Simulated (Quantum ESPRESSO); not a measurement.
# One change at a time to AgAlRuTa3V2

Calculated results; nothing here was measured. They come from Quantum ESPRESSO 7.5, a public plane-wave density functional program. Each row is one single-point run on a made-up periodic cell of eight metal atoms, with elements, volume, strain and displacements drawn at random and not relaxed, so a cell may be unstable or far from any real phase. There is no spin polarisation or spin-orbit coupling.

Settings: PBE unless stated; PseudoDojo standard norm-conserving files; Fermi-Dirac width 0.25 eV, which means electrons at about 2900 K; cutoff 1143 eV; 6 x 6 x 4 k mesh shifted half a step off Gamma. E is the free energy of the whole cell (internal energy minus TS), so a -TS column is already part of it. Stress is positive in tension, and the pressure P is minus a third of its trace.

Checks: one run of this series was repeated at a higher cutoff and on a denser mesh, which moved values by no more than 0.003 eV, 0.02 GPa and 0.003 eV/Å, and a second program with other atomic files agreed on it to 2 % rms in force and 0.5 GPa in pressure. Known limits: heavy elements are run without spin-orbit coupling, which real alloys of them have; a spin test at this wide smearing found no moment, but such smearing suppresses magnetism that the real alloy may have.

The lattice is face-centred cubic, and the cell vectors in Å are (2.039, 3.896, 1.949); (1.945, -3.902, 2.057); (1.996, 0.104, -6.014), a volume of 124.57 Å³ in run 1. The elements on sites 1 to 8 are Al Ta Ag Ru V Ta Ta V. Each later run makes one change to run 1 and keeps the rest. E is counted from run 1, and is n/a where other atomic files have another zero of energy.

```
run,change,V (Å³),P (GPa),-TS (eV),rms force (eV/Å),largest change of a force component (eV/Å),E (eV)
1,none,124.57,10.46,-1.680,0.933,0.000,0.000
2,sites 3 and 5 exchanged,124.57,12.01,-1.801,1.194,1.454,0.349
3,all lengths scaled by +1.00 %,128.34,4.47,-1.739,0.835,0.233,-0.175
4,PBEsol in place of PBE,124.57,3.62,-1.683,0.871,0.201,n/a
5,Mg on site 8,124.57,15.40,-1.399,0.899,1.070,n/a
6,site 1 moved by +0.24 Å along y,124.57,11.27,-1.674,1.170,2.379,?
```

## Worked estimate

Along the move dE = -F dx. The force on site 1 along y is 0.196 eV/Å in run 1 and -2.183 eV/Å in run 6, and the move is +0.24 Å, so the mean force times the move gives an estimate.

## Withheld value

Question: what E should run 6 give?

The estimate is 0.238 eV. The calculation gave 0.236 eV. The mean of two end points misses the curvature of the force.
